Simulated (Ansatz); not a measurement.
input.yaml (Ansatz)

```yaml
crystal:
  lattice:
    - [0.0, 4.0629502015, 4.0629502015]
    - [4.0629502015, 0.0, 4.0629502015]
    - [4.0629502015, 4.0629502015, 0.0]
  atoms:
    - { symbol: Na, position: [0.125, 0.125, 0.125] }
    - { symbol: Na, position: [0.875, 0.875, 0.875] }
hamiltonian:
  xc: blyp
  pseudopotentials:
    kind: paw
    azcp:
      Na: "pseudopotentials/Na.paw.azcp"
basis:
  ecutwfc: 420
  fft_grid_basis: typed
kpoints:
  mp_grid: { grid: [8, 8, 8], shift: [0, 0, 0] }
magnetization:
  spin_polarized: false
scf:
  occupations: { method: fermi_dirac, width: 0.1 }
  lower_state_search: "off"
output:
  stress: true
```

and its output:

```
Engine: ansatz 0.2.0, x86_64-unknown-linux-gnu
Pseudopotentials: kind: paw
Pseudopotential: Na, paw, valence charge 9, recommended cutoff 420 eV (normal) 
Functional definition: BLYP
  parameter beta = 0.0042
  parameter a = 0.04918
  parameter b = 0.132
  parameter c = 0.2533
  parameter d = 0.349
  exchange = b88_x(beta = beta)
  correlation = lyp_c(a = a, b = b, c = c, d = d)
Crystal: 2 atoms, lattice volume = 134.139 Å³
Basis set: ecut = 420 eV, 2685 PW (Γ), exchange–correlation on 80×80×80 points (8 copies of the dense FFT grid, shifted against one another)
Bands: 13, of which v1, the nominal top of the filled ones, is band 9 counted from 1 (8 counted from 0)
Symmetry: 48 space group operations
Space group: Fd-3m (ITA 227), of the structure as read, at distance tolerance 5.1e-5 Å
k-points: 29 of 512
Non-local potential: Na, projectors of the file, l = 0: 3, l = 1: 2, l = 2: 1
PAW form: soft (Blöchl's): semilocal exchange-correlation on the pseudo side does not see the compensation charge
PAW frozen core: Na, regenerated for the run's functional, and the local potential with it (the file was generated under x = pbe(κ = 0.804, μ = 0.2195149727645171), c = pbe(β = 0.06672455060314922))
PAW one-centre angular grid: Na, 110 points (default); XC on 96 Gauss nodes
Initial density: superposition of atomic densities (neutral atoms: chi_scale 0, normalization atom), corrected by the library's trained network
Initial wavefunctions: pseudopotential atomic-orbital guess
Functional: x = b88, c = lyp
SCF iter   1: F=—  HF=-2978.294513 eV  |F-HF|=—  |Δ(HF+E_count)|=         —  Δρ=2.25e-3  dr2=2.98e-2  ethr=1.77e-3  ⟨swp⟩=4.4  Hψ=1881  notcnv=0
SCF iter   2: F=—  HF=-2978.295187 eV  |F-HF|=—  |Δ(HF+E_count)|=   6.74e-4  Δρ=1.85e-3  dr2=2.08e-2  ethr=1.66e-4  ⟨swp⟩=1.0  Hψ=609  notcnv=0
SCF iter   3: F=—  HF=-2978.297140 eV  |F-HF|=—  |Δ(HF+E_count)|=   1.95e-3  Δρ=1.12e-3  dr2=7.80e-3  ethr=1.15e-4  ⟨swp⟩=1.0  Hψ=377  notcnv=0
SCF iter   4: F=—  HF=-2978.298796 eV  |F-HF|=—  |Δ(HF+E_count)|=   1.66e-3  Δρ=4.99e-4  dr2=3.05e-4  ethr=4.33e-5  ⟨swp⟩=2.0  Hψ=512  notcnv=0
SCF iter   5: F=—  HF=-2978.300179 eV  |F-HF|=—  |Δ(HF+E_count)|=   1.38e-3  Δρ=2.55e-4  dr2=5.37e-5  ethr=1.69e-6  ⟨swp⟩=2.0  Hψ=597  notcnv=0
SCF iter   6: F=—  HF=-2978.300264 eV  |F-HF|=—  |Δ(HF+E_count)|=   8.55e-5  Δρ=6.01e-5  dr2=6.13e-6  ethr=2.99e-7  ⟨swp⟩=2.0  Hψ=652  notcnv=0
SCF iter   7: F=—  HF=-2978.300301 eV  |F-HF|=—  |Δ(HF+E_count)|=   3.64e-5  Δρ=7.87e-6  dr2=1.37e-7  ethr=3.40e-8  ⟨swp⟩=2.3  Hψ=613  notcnv=0
SCF iter   8: F=-2978.300302 eV  HF=-2978.300302 eV  |F-HF|=9.82e-8  |Δ(HF+E_count)|=   1.79e-6  Δρ=1.75e-6  dr2=5.32e-9  ethr=5.56e-10  ⟨swp⟩=4.7  Hψ=1092  notcnv=0
SCF 1 converged in 8 iterations: F = -2978.300302 eV  dr2 = 5.32e-9
SCF converged after 8 iterations
Free energy (F): -2978.300302 eV
Harris-Foulkes:  -2978.300302 eV  (|F-HF|=9.82e-8)
Internal energy: -2978.269865 eV  (E = F + TS)
E sigma→0 (E₀):  -2978.285084 eV
Entropy (-TS):   -0.030438 eV (-15.219 meV/atom)
Fermi energy:    0.173026 eV
--- Per-component energies (eV) ---
  E_band       = -520.423787
  E_kinetic    = 239.338522
  E_local      = -3315.455773  (includes V_loc(G=0)·N_el)
  E_nonlocal   = 226.600073
  E_hartree    = 1252.785473
  E_xc         = -74.832113
  E_vxc        = -96.118326  (∫ρ·V_xc dr)
  E_paw        = -533.503582  (= ΣΔE_a)
  E_vpaw       = -80.359309  (= ΣTr[D̂ρ^β])
  E_aug_tail   = -0.000043  (compensation charges beyond the density's cutoff)
  E_ewald      = -773.207428
  E_core_change = 0.005006  (= ΣΔE_core)
  E_smearing   = -0.030438  (= −TS)
  E_closure    = -0.000000  (closes the sum)
  Σ components = -2978.300302   (vs F -2978.300302, Δ=0.00e0)
--- Stress (GPa, compression-positive) ---
       -0.106051      -0.000000      -0.000000
        0.000000      -0.106051       0.000000
       -0.000000      -0.000000      -0.106051
  P = ⅓ Tr σ = -0.1061 GPa (-1.061 kbar)
```
